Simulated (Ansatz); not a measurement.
The slice is one period of a {110} plane through atoms; its size isn't given.

Method: r2SCAN (plane waves to 500 eV, PAW, scalar-relativistic; Ansatz, an electronic-structure program). Near the nuclei the fields are pseudised (PAW); where an atom keeps semicore shells as valence, they peak there.

```
|99987542222457899|
|99876532222356789|
|88775432112345778|
|77654322112234567|
|55543221111223455|
|43332211111122333|
|22222111111112222|
|11111111111111111|
|11111111111111111|
|00001111221111000|
|00001112222111000|
|00001112222111000|
|00001112222111000|
|00001111221111000|
|11111111111111111|
|11111111111111111|
|22222111111112222|
|43332211111122333|
|55543221111223455|
|77654322112234567|
|88775432112345778|
|99876532222356789|
|99987542222457899|
|99987543223457899|
```
Scale: ten equal steps from -1.10 (start of '0') to 1.17 (end of '9'), in the order '0123456789'. Values: log₁₀ of the valence density in e/Å³. The map has 17 points along u (one character each, u = 0 at the left) and 24 along v (v = 0 in the bottom row). The scale is logarithmic, as a density can span decades between atoms and voids.

```
|xxxxxx@@%%**==::::::::==**%%@@xxxx|
|xxxxxx@@##++--::::::::--++##@@xxxx|
|@@@@@@%%**==--::....::--==**%%@@@@|
|@@%%%%**++--::::....::::--++**%%%%|
|##****++--::::::....::::::--++****|
|======--::::::........::::::--====|
|----::::::................::::::--|
|::................................|
|..................................|
|        ....................      |
|        ........::::........      |
|        ........::::........      |
|        ........::::........      |
|        ....................      |
|..................................|
|::................................|
|----::::::................::::::--|
|======--::::::........::::::--====|
|##****++--::::::....::::::--++****|
|@@%%%%**++--::::....::::--++**%%%%|
|@@@@@@%%**==--::....::--==**%%@@@@|
|xxxxxx@@##++--::::::::--++##@@xxxx|
|xxxxxx@@%%**==::::::::==**%%@@xxxx|
|xxxxxx@@%%**==::::::::==**%%@@xxxx|
```
Scale: ten equal steps from 0.09 (start of ' ') to 0.59 (end of '@'), in the order ' .:-=+*#%@'. Values: electron localisation function (ELF). The map has 17 points along u (two characters each, u = 0 at the left) and 24 along v (v = 0 in the bottom row). Points within 0.5 Å of a nucleus are blanked (x), as the pseudised field means little there.

Q: Which relaxed crystal do these maps come from?
A. Pt (fcc, Cu type)
B. Au (fcc, Cu type)
C. Ni (fcc, Cu type)

A: B, Au (fcc, Cu type). Atoms on the slice: Au at (0.00, 0.00)

All were relaxed with their symmetry unable to fall. Pt is run without spin polarisation. Relaxed Ni ends ferromagnetic. Spin-orbit coupling is left out. The magnetic order is the one the run started from; other orders were not tried. (This holds for the magnetic or f-shell members.)
